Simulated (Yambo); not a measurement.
BSE-type run in Yambo on PtCl2 (space group Pnnm, No. 58), at zero momentum.

Quantum ESPRESSO step (PBEsol, PseudoDojo standard norm-conserving files, scalar-relativistic):
```
&CONTROL
  calculation = 'nscf'
  pseudo_dir = './pseudo'
  outdir = './out'
/
&SYSTEM
  ibrav = 0
  nat = 6
  ntyp = 2
  ecutwfc = 84.0
  ecutrho = 336.0
  occupations = 'fixed'
  force_symmorphic = .true.
  nbnd = 89
/
&ELECTRONS
  conv_thr = 6.000000000000001e-09
  diago_full_acc = .true.
  diago_thr_init = 1e-08
/
ATOMIC_SPECIES
Cl 35.4500 Cl.upf
Pt 195.0840 Pt.upf
CELL_PARAMETERS angstrom
  3.627910734000   0.000000000000   0.000000000000
  0.000000000000  11.036170767000   0.000000000000
  0.000000000000   0.000000000000   3.454958209000
ATOMIC_POSITIONS crystal
Cl   0.944569241600   0.861257931100   0.000000000000
Cl   0.055430758400   0.138742068900   0.000000000000
Cl   0.444569241600   0.638742068900   0.500000000000
Cl   0.555430758400   0.361257931100   0.500000000000
Pt   0.000000000000   0.000000000000   0.500000000000
Pt   0.500000000000   0.500000000000   0.000000000000
K_POINTS automatic
4 2 4 0 0 0
```

Yambo input:
```
rim_cut
optics
bse
bss
dipoles
em1s
RandQpts= 1000000
RandGvec= 1 Ry
FFTGvecs= 40 Ry
Chimod= "HARTREE"
BSKmod= "SEX"
BSEmod= "resonant"
BSSmod= "hs"
BSENGexx= 15 Ry
BSENGBlk= 3 Ry
% KfnQP_E
 1.542 | 1.0 | 1.0 |
%
% BSEQptR
 1 | 1 |
%
% BSEBands
 13 | 40 |
%
% BEnRange
 0.0 | 11.2 | eV
%
% BDmRange
 0.15 | 0.15 | eV
%
BEnSteps= 224
% BLongDir
 0.0 | 1.0 | 0.0 |
%
BSHayTrs= -0.02
BSSNEig= 24
WRbsWF
% BndsRnXs
 9 | 85 |
%
NGsBlkXs= 3 Ry
% LongDrXs
 1.0 | 1.0 | 1.0 |
%
```

From the report:

The dimension is k points × valence × conduction bands = 32 × 20 × 8 = 5120.
```
  [SLEPC] Approach                          : Krylov-Schur
  [SLEPC] Number of requested eigenvalues   :  24
  [SLEPC] Number of eigenvalues        [NEV]:  24
   [K] Dimension                                    :   5120
   [K] Bands                                        :   13   40
   [K] Exchange res                                 : yes
   [K] Correlation res                              : yes
   [K] W interaction is bare                        : no
   [K] RL vectors exchange                          :   921
   [K] RL vectors correlation                       :   79
   [W] Matrix size                                  :   79
   [W] Bands                                        :    9   85
   [W] Coulomb Cutoff                               : none
   [W] Hxc Kernel                                   : HARTREE
```

Spin-orbit coupling is not included.

Geometry relaxed with PBE+D3(BJ).

The structure is a Materials Project entry; no match was found in the copy of COD used, and its stability was not checked.
